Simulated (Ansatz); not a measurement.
A geometry of ZnCu$_{2}$SnS$_{4}$ away from equilibrium: the start of the relaxation of a relaxed ZnCu2SnS4 cell shaken by Gaussian noise of σ = 0.08 Å a coordinate. These are r2SCAN (plane waves to 500 eV, PAW, scalar-relativistic; Ansatz, a first-principles code) values and carry that method's errors. Γ-centred k-mesh 5×5×6 on the run's cell (coarser than for final values), Fermi–Dirac smearing 0.05 eV.

```xyz
8
Lattice="-2.7072 2.7072 5.4113 2.7072 -2.7072 5.4113 2.7072 2.7072 -5.4113" Properties=species:S:1:pos:R:3:forces:R:3 pbc="T T T" free_energy=-26254.297 pressure_GPa=1.4
Cu     0.1103    -0.0895    -0.0549    0.0915    0.3177    0.3337
Cu     0.0201     2.7021     2.5817   -0.2153   -0.3942    0.4712
Zn     2.5961    -0.0924     2.8407    0.8842    0.4597    0.1120
Sn     0.0033     0.0592     5.4765   -0.3145   -1.7969    0.2210
S      1.3760     1.4048     4.1950    0.7337    0.5853   -1.6430
S      1.4109     1.1869    -1.4097   -0.1815    0.7098    0.3584
S      1.4958    -1.4153     6.7534   -0.6428   -0.3828    0.4661
S      1.3139     4.0562     1.4888   -0.3554    0.5014   -0.3194
```

Positions in Å, forces in eV/Å, free energy of the cell in eV (comparable only within this code, potentials and settings). Largest force: 1.89 eV/Å, on S5 (atoms numbered as listed); the geometry lies 0.06 eV/atom above the end of its relaxation.

No spin polarisation in the result.
